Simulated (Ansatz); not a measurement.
InP:
```
CELL_PARAMETERS angstrom
      3.94712     0.00000     0.00000
      0.00000     3.94712     0.00000
      0.00000     0.00000     6.97360
ATOMIC_POSITIONS crystal
  In 0.00000 0.50000 0.00000
  In 0.50000 0.00000 0.50000
  P  0.00000 0.00000 0.25000
  P  0.00000 0.00000 0.75000
```

Relaxed with PBE. Special points in fractions of this cell's reciprocal vectors: Γ (0.000, 0.000, 0.000); X (0.000, 0.500, 0.000); M (0.500, 0.500, 0.000); Z (0.000, 0.000, 0.500); R (0.000, 0.500, 0.500); A (0.500, 0.500, 0.500).

### Question
List the band energies nearest the Fermi level at these points for PBE (plane waves, PAW; program Ansatz).

### Answer
In eV from the Fermi level; about four levels below and three above (degenerate sets whole), none deeper than 8.9 eV; points with the same levels are listed once.

```csv
k,below,above
Γ,-1.90 -1.90 -1.01 -0.88,0.11 0.11 2.17
X,-5.48 -3.34 -1.42 -1.34,0.12 0.33 1.34
M,-4.35 -2.89 -2.89 -0.85,1.00 1.06 1.06
Z,-1.50 -1.50 -0.72 -0.72,1.16 1.16 3.61 3.61
R,-4.21 -3.38 -3.05 -1.21,0.05 0.87 1.58
A,-2.07 -2.07 -0.06 -0.06,2.36 2.36 4.36 4.36
```

Space group P4_2/mmc. The cell is a constructed one: a structure type filled with these elements; neither database checked (COD, Materials Project) lists it. It is not the phase usual at ambient conditions (space group No. 216). The PBE relaxation kept the symmetry of its start; its stability against distortions is not shown here. Spin–orbit coupling is left out wherever it is not named.

Potentials: the later of the program's two PAW sets.
